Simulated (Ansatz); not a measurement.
InP:
```cif
data_In6P6
_chemical_formula_sum 'In6 P6'
_space_group_name_H-M_alt 'Pm-3n'
_space_group_IT_number 223
_space_group_name_Hall '-P 4n 2 3'
_cell_length_a 7.27219
_cell_length_b 7.27219
_cell_length_c 7.27219
_cell_angle_alpha 90.000
_cell_angle_beta 90.000
_cell_angle_gamma 90.000
loop_
_atom_site_label
_atom_site_type_symbol
_atom_site_symmetry_multiplicity
_atom_site_Wyckoff_symbol
_atom_site_fract_x
_atom_site_fract_y
_atom_site_fract_z
_atom_site_occupancy
In1 In 6 c 0.00000 0.50000 0.25000 1
P1 P 6 d 0.00000 0.25000 0.50000 1
```

Relaxed with r²SCAN.

Which orbitals make up the states near the band edges in plane-wave PAW r²SCAN (Ansatz code)?

Top 1 eV of the valence band: P 3p 80 %, In 5p 15 %. Bottom 1 eV of the conduction band: In 5p 33 %, In 5s 30 %, P 3p 19 %, P 3s 11 %, outside the projected shells 7 %. Projections are on Löwdin-orthogonalised atomic valence shells; empty p or d shells of many metals are not among them.

Tabulate the density of states.

States/eV per cell of 12 atoms, in 0.25 eV bins, energy from the valence-band maximum.

| E (eV) | total | P 3p | In 5p | In 5s |
|---|---|---|---|---|
| -7.85 | 0.00 | 0.00 | 0.00 | 0.00 |
| -7.60 | 0.00 | 0.00 | 0.00 | 0.00 |
| -7.35 | 0.00 | 0.00 | 0.00 | 0.00 |
| -7.10 | 0.00 | 0.00 | 0.00 | 0.00 |
| -6.85 | 0.00 | 0.00 | 0.00 | 0.00 |
| -6.60 | 0.00 | 0.00 | 0.00 | 0.00 |
| -6.35 | 0.00 | 0.00 | 0.00 | 0.00 |
| -6.10 | 3.49 | 1.75 | 0.26 | 1.36 |
| -5.85 | 5.73 | 2.83 | 0.43 | 2.16 |
| -5.60 | 2.31 | 1.10 | 0.14 | 0.90 |
| -5.35 | 6.97 | 3.24 | 0.23 | 3.18 |
| -5.10 | 6.27 | 2.92 | 0.26 | 2.66 |
| -4.85 | 3.93 | 1.85 | 0.18 | 1.55 |
| -4.60 | 3.75 | 1.76 | 0.18 | 1.39 |
| -4.35 | 1.58 | 0.77 | 0.11 | 0.51 |
| -4.10 | 2.35 | 1.23 | 0.28 | 0.60 |
| -3.85 | 3.10 | 1.63 | 0.40 | 0.72 |
| -3.60 | 4.32 | 2.37 | 0.73 | 0.80 |
| -3.35 | 5.67 | 3.20 | 1.31 | 0.73 |
| -3.10 | 4.15 | 2.47 | 1.41 | 0.13 |
| -2.85 | 4.55 | 2.76 | 1.36 | 0.25 |
| -2.60 | 8.16 | 5.06 | 2.39 | 0.38 |
| -2.35 | 9.61 | 6.11 | 2.76 | 0.37 |
| -2.10 | 12.94 | 8.53 | 3.42 | 0.53 |
| -1.85 | 5.89 | 4.02 | 1.55 | 0.17 |
| -1.60 | 5.00 | 3.59 | 1.22 | 0.07 |
| -1.35 | 15.68 | 11.73 | 3.35 | 0.19 |
| -1.10 | 12.56 | 9.79 | 2.22 | 0.20 |
| -0.85 | 6.14 | 4.97 | 0.90 | 0.07 |
| -0.60 | 4.37 | 3.43 | 0.72 | 0.02 |
| -0.35 | 4.13 | 3.32 | 0.67 | 0.01 |
| -0.10 | 1.37 | 1.15 | 0.18 | 0.00 |
| 0.15 | 0.00 | 0.00 | 0.00 | 0.00 |
| 0.40 | 0.00 | 0.00 | 0.00 | 0.00 |
| 0.65 | 0.00 | 0.00 | 0.00 | 0.00 |
| 0.90 | 0.00 | 0.00 | 0.00 | 0.00 |
| 1.15 | 0.01 | 0.00 | 0.00 | 0.00 |
| 1.40 | 0.05 | 0.01 | 0.01 | 0.02 |
| 1.65 | 1.42 | 0.25 | 0.45 | 0.45 |
| 1.90 | 4.38 | 0.87 | 1.44 | 1.31 |
| 2.15 | 5.51 | 1.19 | 1.84 | 1.59 |
| 2.40 | 5.76 | 1.42 | 1.83 | 1.61 |
| 2.65 | 10.08 | 2.45 | 3.09 | 2.70 |
| 2.90 | 11.52 | 2.67 | 3.62 | 2.88 |
| 3.15 | 6.64 | 2.11 | 1.50 | 1.94 |
| 3.40 | 2.85 | 0.92 | 0.68 | 0.81 |
| 3.65 | 5.37 | 0.63 | 3.27 | 0.31 |
| 3.90 | 9.44 | 1.23 | 5.51 | 0.59 |
| 4.15 | 6.88 | 1.19 | 3.63 | 0.61 |
| 4.40 | 8.48 | 1.56 | 4.25 | 0.71 |
| 4.65 | 7.84 | 1.58 | 3.54 | 0.81 |
| 4.90 | 8.54 | 1.55 | 3.76 | 0.67 |
| 5.15 | 11.89 | 2.02 | 5.24 | 0.77 |
| 5.40 | 5.68 | 0.96 | 2.74 | 0.24 |
| 5.65 | 13.53 | 2.47 | 5.78 | 0.49 |
| 5.90 | 12.49 | 2.50 | 5.17 | 0.67 |

The start of the workflow was typed in or built on a structure type; neither database checked (COD, Materials Project) lists it. It is not the phase usual at ambient conditions (space group No. 216). The r²SCAN relaxation kept the symmetry of its start; its stability against distortions is not shown here. The volume moved by 28 % from the start of the relaxation. Spin–orbit coupling is left out wherever it is not named.

Potentials: the later of the program's two PAW sets.
